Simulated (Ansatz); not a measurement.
InP:
```xyz
6
Lattice="4.1382 0.0000 0.0000 -2.0691 3.5838 0.0000 0.0000 0.0000 9.3510" Properties=species:S:1:pos:R:3 pbc="T T T"
In    -1.0346     1.7919     3.1170
In     1.0346     1.7919     6.2340
In     2.0691     0.0000     0.0000
P     -1.0346     1.7919     7.7925
P      1.0346     1.7919     1.5585
P      2.0691     0.0000     4.6755
```

Cartesian axes are those of the cell as given.

### Question
Give the proper piezoelectric stress tensor with relaxed ions from the program Ansatz at the r²SCAN level (PAW).

### Answer
In C/m², rows x, y, z, Voigt columns; mesh uncertainty up to 0.00.
```
 0.00   0.00   0.00   0.60   0.00   0.00
 0.00   0.00   0.00   0.00  -0.60   0.00
 0.00   0.00   0.00   0.00   0.00   0.00
```

The elastic tensor of the same run (GPa):

|  | 1 | 2 | 3 | 4 | 5 | 6 |
|---|---|---|---|---|---|---|
| 1 | 123 | 41.5 | 52.4 | 0.0 | 0.0 | 0.0 |
| 2 | 41.5 | 123 | 52.4 | 0.0 | 0.0 | 0.0 |
| 3 | 52.4 | 52.4 | 133 | 0.0 | 0.0 | 0.0 |
| 4 | 0.0 | 0.0 | 0.0 | 45.1 | 0.0 | 0.0 |
| 5 | 0.0 | 0.0 | 0.0 | 0.0 | 45.1 | 0.0 |
| 6 | 0.0 | 0.0 | 0.0 | 0.0 | 0.0 | 40.6 |

### Question
Convert to strain constants d = e·S.

### Answer
In pC/N:
```
  0.0    0.0    0.0   13.4    0.0    0.0
  0.0    0.0    0.0    0.0  -13.4    0.0
  0.0    0.0    0.0    0.0    0.0    0.0
```

Space group P6_422. The start of the workflow was typed in or built on a structure type; neither database checked (COD, Materials Project) lists it. It is not the phase usual at ambient conditions (space group No. 216). The cell was relaxed with r²SCAN under the symmetry of its start; whether a distortion lowers the energy is not shown.

Potentials: the later of the program's two PAW sets.
